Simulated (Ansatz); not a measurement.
Si:
Space group C2/m (No. 12); a = 13.8032 Å, b = 3.8397 Å, c = 6.3261 Å, α = γ = 90.00°, β = 96.76°

```json
[
 {"atom": "Si", "site": "4i", "symmetry": "m", "x": "0.0553", "y": "0.0000", "z": "0.8733"},
 {"atom": "Si", "site": "4i", "symmetry": "m", "x": "0.4409", "y": "0.0000", "z": "0.3467"},
 {"atom": "Si", "site": "4i", "symmetry": "m", "x": "0.2125", "y": "0.0000", "z": "0.0570"},
 {"atom": "Si", "site": "4i", "symmetry": "m", "x": "0.2730", "y": "0.0000", "z": "0.4143"}
]
```
(The calculation used a cell of 8 atoms; values per cell refer to that cell.)

Relaxed at zero pressure with PBEsol in the plane-wave PAW code Ansatz.

Q: The volume is raised by 9 % and shape and atoms relax at that volume. What pressure results, and how do the axes share the change?

A: -6.1 GPa; a 3.5 %, b 2.9 %, c 2.5 %; the energy rises by 38 meV/atom.

Q: Give the new structure.

A: 
Space group C2/m (No. 12); a = 14.2816 Å, b = 3.9496 Å, c = 6.4829 Å, α = γ = 90.00°, β = 97.04°

```
atom  site  symmetry       x       y       z
----  ----  --------  ------  ------  ------
Si      4i         m  0.0571  0.0000  0.8762
Si      4i         m  0.4397  0.0000  0.3453
Si      4i         m  0.2140  0.0000  0.0568
Si      4i         m  0.2729  0.0000  0.4140
```

The phase is kept; no other phase was compared at this pressure.

The workflow started from a Materials Project entry (that database holds measured and hypothetical structures alike); the Crystallography Open Database copy checked does not list it. It is not the phase usual at ambient conditions (space group No. 227). Symmetry was held in the PBEsol relaxation; whether a distortion lowers the energy is not shown.

Potentials: the earlier of the program's two PAW sets. The files were generated under PBE; for other functionals the program regenerates the frozen cores, and for LDA and PBEsol the local potential too.
